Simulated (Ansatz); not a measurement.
Relaxed ZrB₂ (AlB2 type, space group P6/mmm):

```
ZrB2
1.0
    3.17143     0.00000     0.00000
   -1.58571     2.74654     0.00000
    0.00000     0.00000     7.08264
Zr B
2 4
Direct
  0.00000   0.00000   0.00000
  0.00000   0.00000   0.50000
  0.33333   0.66667   0.25000
  0.33333   0.66667   0.75000
  0.66667   0.33333   0.25000
  0.66667   0.33333   0.75000
```

A phonon eigenvector at A = (0.0, 0.0, 0.5) is frozen into this cell: atom i moves by Q times the vector below, so Q is the largest atomic displacement, in Å. The cell is held. (q is in reciprocal vectors of the primitive cell; the cell shown is doubled to hold the pattern.)

```csv
atom,x,y,z
B3,0.000,0.000,-1.000
B4,0.000,0.000,1.000
B5,0.000,0.000,1.000
B6,0.000,0.000,-1.000
```

Atoms not listed stay in place.

All values below come from PBE (plane waves to 420 eV, PAW, scalar-relativistic; Ansatz, a program for electronic structure). k mesh 17×17×7 (Γ-centred), Fermi-Dirac smearing 0.05 eV. With partly filled bands, energies and forces of such displacements shift with the k mesh and the smearing. ZrB2 is run without spin polarisation. ZrB2 was relaxed with its symmetry unable to fall. 

```tsv
Q (Å)	−dE/dQ from forces (eV/Å)
-0.100	6.061
-0.083	5.041
-0.067	4.027
-0.050	3.016
-0.033	2.009
-0.017	1.004
0.000	0.000
0.017	-1.004
0.033	-2.009
0.050	-3.016
0.067	-4.027
0.083	-5.041
0.100	-6.061
```

Q: What harmonic wavenumber does the curvature at Q = 0 give?

A: 615 cm⁻¹. E″ = 60.22 eV/Å², M = Σ mᵢ|uᵢ|² = 43.2 u, ν̃ = 521.5·√(|E″|/M).

(A displaced cell: forces are minus the slopes of the energy, force constants its curvatures, and phonons follow from these.)
